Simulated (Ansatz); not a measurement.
# Structure relaxation, SnO2

The start is a generated cell, SnO2 built in the brookite structure type. A full variable-cell relaxation at zero pressure is run with r2SCAN (plane waves to 500 eV, PAW, scalar-relativistic; Ansatz, a first-principles code). The first steps use a coarse 4×2×3 k-mesh.

Starting cell:
```yaml
crystal:
  lattice:
    - [5.50556, 0.00000, 0.00000]
    - [0.00000, 9.83028, 0.00000]
    - [0.00000, 0.00000, 5.83880]
  atoms:
    - { symbol: Sn, position: [0.13720, 0.12890, 0.90280] }
    - { symbol: Sn, position: [0.63720, 0.37110, 0.09720] }
    - { symbol: Sn, position: [0.36280, 0.87110, 0.40280] }
    - { symbol: Sn, position: [0.86280, 0.62890, 0.59720] }
    - { symbol: Sn, position: [0.86280, 0.87110, 0.09720] }
    - { symbol: Sn, position: [0.36280, 0.62890, 0.90280] }
    - { symbol: Sn, position: [0.63720, 0.12890, 0.59720] }
    - { symbol: Sn, position: [0.13720, 0.37110, 0.40280] }
    - { symbol: O, position: [0.81650, 0.00950, 0.85090] }
    - { symbol: O, position: [0.31650, 0.49050, 0.14910] }
    - { symbol: O, position: [0.68350, 0.99050, 0.35090] }
    - { symbol: O, position: [0.18350, 0.50950, 0.64910] }
    - { symbol: O, position: [0.18350, 0.99050, 0.14910] }
    - { symbol: O, position: [0.68350, 0.50950, 0.85090] }
    - { symbol: O, position: [0.31650, 0.00950, 0.64910] }
    - { symbol: O, position: [0.81650, 0.49050, 0.35090] }
    - { symbol: O, position: [0.46340, 0.23140, 0.88900] }
    - { symbol: O, position: [0.96340, 0.26860, 0.11100] }
    - { symbol: O, position: [0.03660, 0.76860, 0.38900] }
    - { symbol: O, position: [0.53660, 0.73140, 0.61100] }
    - { symbol: O, position: [0.53660, 0.76860, 0.11100] }
    - { symbol: O, position: [0.03660, 0.73140, 0.88900] }
    - { symbol: O, position: [0.96340, 0.23140, 0.61100] }
    - { symbol: O, position: [0.46340, 0.26860, 0.38900] }
```

Q: What pressure does the first self-consistent step give?

A: -7.9 GPa (negative: the cell is under tension).

Q: By how much does the energy per atom fall from start to end?

A: 0.040 eV/atom.

Q: How does the volume per atom move from start to end?

A: -4.1 %, from 13.17 to 12.63 Å³/atom.

Q: How do the shortest distances between atoms change?

A: The closest pairs of elements (up to four, under 3.6 Å), start → end: O–Sn 2.00 → 2.04 Å; O–O 2.67 → 2.60 Å; Sn–Sn 3.16 → 3.17 Å.

Q: What band gap does the relaxed structure have at this level?

A: 2.03 eV, direct at Γ (no spin-orbit coupling).

The space group stays Pbca (No. 61) (the run could not lower it), with 24 atoms in the primitive cell. Final values are on a 5×3×5 k-mesh of the relaxed cell. No spin polarisation in the result.

The run could not lose the symmetry of its start.

The first start was generated by placing the elements on the sites of a structure type. Materials Project lists a structure of SnO2 in the same space group, Pbca (No. 61); the sites were not compared with it, nor with measured phases. Known forms of SnO2 include space group No. 136.
